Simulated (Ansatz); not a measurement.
Pb:
```
CELL_PARAMETERS angstrom
      3.44380     0.00000     0.00000
     -1.72190     2.98242     0.00000
      0.00000     0.00000     5.85895
ATOMIC_POSITIONS crystal
  Pb 0.33333 0.66667 0.25000
  Pb 0.66667 0.33333 0.75000
```

Relaxed with PBEsol. Special points in fractions of this cell's reciprocal vectors: Γ (0.000, 0.000, 0.000); M (0.500, 0.000, 0.000); K (0.333, 0.333, 0.000); A (0.000, 0.000, 0.500); L (0.500, 0.000, 0.500); H (0.333, 0.333, 0.500).

List the band energies nearest the Fermi level at these points for PBEsol (plane waves, PAW; program Ansatz).

In eV from the Fermi level; about four levels below and three above (degenerate sets whole), none deeper than 8.9 eV; points with the same levels are listed once.

```csv
k,below,above
Γ,-8.42 -4.27,6.15 6.15 6.88
M,-6.99 -3.05 -1.74 -0.42,1.76 2.44 5.67
K,-7.06 -7.06 -2.66 -0.64 -0.64,0.53 1.21 1.21
A,–,0.36 0.36 6.93 6.93 6.93 6.93
L,-7.39 -7.39 -3.67 -3.67,3.35 3.35 3.70 3.70
H,-2.35 -2.35 -1.47 -1.47,4.66 4.66 8.63 8.63
```

Space group P6_3/mmc (hcp (Mg type)). The first step of the workflow began from a Materials Project structure, measured or hypothetical; the Crystallography Open Database files this formula in space group No. 194, but the cells were not matched. It is not the phase usual at ambient conditions (space group No. 225). The PBEsol relaxation kept the symmetry of its start; of distortions, only those at the zone centre were tested. Scalar-relativistic: spin–orbit coupling is off unless named, which matters more the heavier the elements.

Potentials: the later of the program's two PAW sets.
